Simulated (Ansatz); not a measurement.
Cu Kα1 powder pattern (kinematic, no thermal factors).
| 2θ (°) | relative intensity |
| --- | --- |
| 17.32 | 70 |
| 18.39 | 7 |
| 25.37 | 24 |
| 32.13 | 100 |
| 35.06 | 18 |
| 36.73 | 59 |
| 41.37 | 5 |
| 48.29 | 40 |
| 53.33 | 4 |
| 53.72 | 5 |
| 57.28 | 15 |
| 60.32 | 13 |
| 63.99 | 18 |
| 67.21 | 9 |
| 68.96 | 12 |
| 70.00 | 8 |
| 73.08 | 1 |
| 74.09 | 1 |
| 78.12 | 8 |
| 82.40 | 8 |
| 83.05 | 5 |

The pattern is computed from a structure relaxed with DFT PBE, scalar-relativistic, plane waves, PAW (Ansatz 0.2.0). No spin polarisation. Its elements are Ca, N, Si.

Question: Give the structure.

Answer: Ca2SiN2.
Space group P6/mmm (No. 191). a = 5.567 Å, b = 5.567 Å, c = 5.115 Å, α = 90.00°, β = 90.00°, γ = 120.00°
| atom | site | symmetry | x | y | z |
| --- | --- | --- | --- | --- | --- |
| Ca | 2c | -6m2 | 0.3333 | 0.6667 | 0.0000 |
| Si | 1a | 6/mmm | 0.0000 | 0.0000 | 0.0000 |
| N | 2e | 6mm | 0.0000 | 0.0000 | 0.6147 |

A pattern alone doesn't exclude other cells with like lines; this is the one computed.

Another cell of Ca2SiN2 relaxed alike, in R-3m, lies 0.84 eV/atom lower, so this cell isn't the stable form at this level.

The cell was found from a structure generator's guess, not taken from experiment.
